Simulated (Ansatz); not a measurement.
Phonons of ScIr (CsCl type) at Γ, X = (0.5, 0.0, 0.0), M = (0.5, 0.5, 0.0), R = (0.5, 0.5, 0.5).

ScIr (CsCl type)

```yaml
crystal:
  lattice:
    - [3.16207, 0.00000, 0.00000]
    - [0.00000, 3.16207, 0.00000]
    - [0.00000, 0.00000, 3.16207]
  atoms:
    - { symbol: Sc, position: [0.50000, 0.50000, 0.50000] }
    - { symbol: Ir, position: [0.00000, 0.00000, 0.00000] }
```

Level of theory: LDA (plane waves to 420 eV, PAW, scalar-relativistic; Ansatz, a program for electronic structure). DFPT wavenumbers on a 16×16×16 k mesh, in cm⁻¹ and rounded to 5; i marks imaginary ones, q is in fractions of the reciprocal vectors of the cell shown, and the three acoustic modes at Γ are left out. ScIr is run without spin polarisation. ScIr was relaxed with its symmetry unable to fall. Spin-orbit coupling is left out, though Ir is heavy.

```csv
q,wavenumbers (cm⁻¹)
Γ,215 (×3)
"X = (0.5, 0.0, 0.0)","115 (×2), 135, 185 (×2), 350"
"M = (0.5, 0.5, 0.0)","110 (×2), 120, 195, 295 (×2)"
"R = (0.5, 0.5, 0.5)","140 (×3), 295 (×3)"
```

The structure shows no imaginary mode at these points (lowest 110 cm⁻¹ at M = (0.5, 0.5, 0.0)); other wave vectors were not tested.

Highest mode: 350 cm⁻¹ at X = (0.5, 0.0, 0.0).
